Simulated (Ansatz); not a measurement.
Data:

C:
```
CELL_PARAMETERS angstrom
     -1.32281     2.76116     2.32246
      1.32281    -2.76116     2.32246
      1.32281     2.76116    -2.32246
ATOMIC_POSITIONS crystal
  C  0.67014 0.67705 0.34720
  C  0.32986 0.32295 0.65280
  C  0.82986 0.17705 0.00691
  C  0.17014 0.82295 0.99309
  C  0.25000 0.25000 0.00000
  C  0.75000 0.75000 0.00000
```

This is the PBEsol-relaxed structure. x, y and z are the axes in which the lattice vectors are written.

Question: All from PBEsol in the plane-wave PAW code Ansatz, unless another level is named. Give the band gap.

Answer: 2.71 eV (smallest direct gap 2.72 eV).

Question: What about the electron effective mass?

Answer: 0.53, 1.5, 4.0 mₑ (principal values).

Question: Predict the conduction-band minimum.

Answer: on the Γ–X line, 88 % of the way from Γ (k = 0.438, -0.440, 0.440 in fractions of the reciprocal vectors) (2 equivalent valleys).

Question: Give the valence-band maximum.

Answer: at X (k = 0.500, 0.500, 0.500 in fractions of the reciprocal vectors).

Space group Ibam. The start of the workflow was typed in or built on a structure type; neither database checked (COD, Materials Project) lists it. It is not the phase usual at ambient conditions (space group No. 194, 227). Symmetry was held in the PBEsol relaxation; its stability against distortions is not shown here. The volume moved by 18 % from the start of the relaxation.

Potentials: the earlier of the program's two PAW sets. The files were generated under PBE; for other functionals the program regenerates the frozen cores, and for LDA and PBEsol the local potential too.
